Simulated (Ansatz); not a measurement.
SnGe:
```xyz
4
Lattice="4.0220 0.0000 0.0000 0.0000 4.0220 0.0000 0.0000 0.0000 7.4651" Properties=species:S:1:pos:R:3 pbc="T T T"
Sn     0.0000     2.0110     0.0000
Sn     2.0110     0.0000     3.7325
Ge     0.0000     0.0000     1.8663
Ge     0.0000     0.0000     5.5988
```

Relaxed with PBE. Special points in fractions of this cell's reciprocal vectors: Γ (0.000, 0.000, 0.000); X (0.000, 0.500, 0.000); M (0.500, 0.500, 0.000); Z (0.000, 0.000, 0.500); R (0.000, 0.500, 0.500); A (0.500, 0.500, 0.500).

Question: List the band energies nearest the Fermi level at these points for PBE in the plane-wave PAW code Ansatz.

Answer: In eV from the Fermi level; about four levels below and three above (degenerate sets whole), none deeper than 8.9 eV; points with the same levels are listed once.

```
k                    below                above
-  -----------------------  -------------------
Γ  -1.95 -1.26 -1.26 -1.00       1.39 1.39 1.93
X  -5.96 -3.17 -2.30 -0.56       0.48 0.49 1.82
M  -2.60 -2.60 -1.46 -0.01       0.58 0.58 2.08
Z  -5.25 -5.25 -0.88 -0.88  0.02 0.02 1.10 1.10
R  -4.00 -2.88 -0.46 -0.26       1.11 1.44 2.45
A  -1.62 -1.62 -0.90 -0.90  1.99 1.99 3.40 3.40
```

Space group P4_2/mmc. A made-up cell: these elements were put on the sites of a structure type; neither database checked (COD, Materials Project) lists it. Whether it is the stable phase at ambient conditions was not checked. The cell was relaxed with PBE under the symmetry of its start; its stability against distortions is not shown here. Spin–orbit coupling is left out wherever it is not named.

Potentials: the later of the program's two PAW sets.
